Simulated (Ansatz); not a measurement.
CdS:
```
CdS
1.0
    0.00000     2.91218     2.91218
    2.91218     0.00000     2.91218
    2.91218     2.91218     0.00000
S Cd
1 1
Direct
  0.75000   0.75000   0.75000
  0.00000   0.00000   0.00000
```

Cartesian axes are those of the cell as given.

**Question.** Give the proper piezoelectric stress tensor with relaxed ions from the program Ansatz at the PBEsol level (PAW).

**Answer.** In C/m², rows x, y, z, Voigt columns; mesh uncertainty up to 0.00.
```
 0.00   0.00   0.00  -0.27   0.00   0.00
 0.00   0.00   0.00   0.00  -0.27   0.00
 0.00   0.00   0.00   0.00   0.00  -0.27
```

The elastic tensor of the same run (GPa):

```
74.4  55.0  55.0   0.0   0.0   0.0
55.0  74.4  55.0   0.0   0.0   0.0
55.0  55.0  74.4   0.0   0.0   0.0
 0.0   0.0   0.0  26.3   0.0   0.0
 0.0   0.0   0.0   0.0  26.3   0.0
 0.0   0.0   0.0   0.0   0.0  26.3
```

**Question.** Convert to strain constants d = e·S.

**Answer.** In pC/N:
```
  0.0    0.0    0.0  -10.2    0.0    0.0
  0.0    0.0    0.0    0.0  -10.2    0.0
  0.0    0.0    0.0    0.0    0.0  -10.2
```

Space group F-43m (zinc blende). The cell was relaxed with PBEsol under the symmetry of its start.

Potentials: the later of the program's two PAW sets.
